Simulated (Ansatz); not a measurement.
# Generalised stacking-fault energy along a line for LiCl (rock salt)

Generalised stacking fault of LiCl (rock salt) on the {110} plane. The cell below holds the perfect crystal with the plane normal along z; tilting its third vector by the shift puts one fault into each cell, between planes 1.82 Å apart, at fixed cell height.

```yaml
crystal:
  lattice:
    - [3.64188, 0.00000, 0.00000]
    - [0.00000, 5.15039, 0.00000]
    - [1.82094, 2.57520, 5.46282]
  atoms:
    - { symbol: Cl, position: [0.00000, 0.00000, 0.83333] }
    - { symbol: Cl, position: [0.33333, 0.33333, 0.16667] }
    - { symbol: Cl, position: [0.66667, 0.66667, 0.50000] }
    - { symbol: Li, position: [0.00000, 0.50000, 0.83333] }
    - { symbol: Li, position: [0.33333, 0.83333, 0.16667] }
    - { symbol: Li, position: [0.66667, 0.16667, 0.50000] }
```

In-plane vectors a = (3.642, 0.000) Å, b = (0.000, 5.150) Å, area 18.76 Å². The shift is s times the vector a + b (length 6.308 Å), so s = 1 restores the start. The shift is rigid: no atom relaxes. γ = [E(shift) − E(0)] / area.

Calculation: PBE (plane waves to 420 eV, PAW, scalar-relativistic; Ansatz, an electronic-structure program). k mesh 8×8×8 (Γ-centred), Fermi-Dirac smearing 0.05 eV. Energies are extrapolated to zero smearing. Compression counts positive. Faults lie only 5.5 Å apart, and holding the cell height and the atoms raises γ above its relaxed value. Left out: 3 of 12 points, with atoms too close for the PAW data. LiCl was relaxed with its symmetry unable to fall. γ is measured from zero shift.

```csv
shift (Å),γ (J/m²),σ normal to the fault (GPa)
0.000,0.00,0.0
0.526,0.16,0.6
1.051,0.73,2.9
1.577,2.06,10.0
2.103,4.62,27.7
4.205,4.62,27.7
4.731,2.06,10.0
5.257,0.73,2.9
5.782,0.16,0.6
```

The 12 points together took very roughly 6 core-minutes.

(The slope of γ gives the shear force per area between the displaced halves; near zero shift its curvature is an elastic stiffness.)
